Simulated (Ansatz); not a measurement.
A: BP (zinc blende), a = 4.548 Å, b = 4.548 Å, c = 4.548 Å, α = 90.00°, β = 90.00°, γ = 90.00°
B: AlAs (zinc blende), a = b = c = 5.728 Å, α = β = γ = 90.00°
C: BAs (zinc blende), a = 4.8093 Å, b = 4.8093 Å, c = 4.8093 Å, α = 90.00°, β = 90.00°, γ = 90.00°
D: PbSe (rock salt), a = b = c = 6.218 Å, α = β = γ = 90.00°
E: VN (rock salt), a = b = c = 4.1168 Å, α = β = γ = 90.00°

Scan: energy over volume and axial ratio (atoms clamped). One method and one kind of scan serve all of them; meshes and ranges differ. All were relaxed with their symmetry unable to fall. Spin-orbit coupling is left out. VN is run without spin polarisation.

Put the candidates in order of shear modulus C′ = (C11 − C12)/2 (fitted), highest first, for PBE (plane waves to 420 eV, PAW, scalar-relativistic; Ansatz, a first-principles code).

E (219 GPa), A (133 GPa), C (102 GPa), D (51 GPa), B (27 GPa)

(A scan under strain: stresses follow from slopes of the energy per volume, elastic moduli from its curvatures.)
